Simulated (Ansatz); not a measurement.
The numbers come from plane-wave PAW DFT (Ansatz): HSE06, no spin polarisation, 420 eV, 2×2×2 Γ-centred k points, fermi-dirac occupations (width 0.1 eV). Nothing was relaxed.

Computed maps in the lattice plane spanned by b (left to right, 7.31 Å, 22 points from zero) and c (bottom to top, 7.31 Å, 22 points from zero), 60° apart, at height 0.250 along a. The fields are smooth PAW ones with compensation charges, not the true ones near nuclei.

Valence density. Digits on a logarithmic scale: 0 up to 0.03 e/Å³, each further digit a factor of 1.6, 9 from 1.3 e/Å³ up:
```
3344432111123444432232
3467765310024567654323
3578987531124689976432
3579999853124699998642
2469938974223689579753
2357986986322579859964
2136899986422357999974
2113578886432235789864
2101356665432223566654
2111123444322222234443
2233222222222332222222
2355543110123444321101
3567775420024566643101
3578888642124688875311
2578878864124689998531
2478736885323689689752
2358863787422579839863
2146887887521358999974
2124688887531136799874
2102457776531013567764
2111134555321111345543
2222222233222222223333
```

The cell is Cs2ZnSiCl6. Which atoms lie within 0.2 Å of this plane, and where (fractions of b and c)?

Cs at (0.25, 0.25), Cl at (0.75, 0.25), Cl at (0.75, 0.75), Cl at (0.25, 0.75). The whole cell:
```yaml
crystal:
  lattice:
    - [0.00000, 5.17020, 5.17020]
    - [5.17020, 0.00000, 5.17020]
    - [5.17020, 5.17020, 0.00000]
  atoms:
    - { symbol: Cs, position: [0.25000, 0.25000, 0.25000] }
    - { symbol: Cs, position: [0.75000, 0.75000, 0.75000] }
    - { symbol: Si, position: [0.00000, 0.00000, 0.00000] }
    - { symbol: Zn, position: [0.50000, 0.50000, 0.50000] }
    - { symbol: Cl, position: [0.75373, 0.24627, 0.24627] }
    - { symbol: Cl, position: [0.24627, 0.75373, 0.24627] }
    - { symbol: Cl, position: [0.24627, 0.75373, 0.75373] }
    - { symbol: Cl, position: [0.75373, 0.24627, 0.75373] }
    - { symbol: Cl, position: [0.24627, 0.24627, 0.75373] }
    - { symbol: Cl, position: [0.75373, 0.75373, 0.24627] }
```

Origin: a known structure type with other elements, at an estimated volume, so it need not be a known compound. Caveats: hybrid functional on a coarse k mesh.
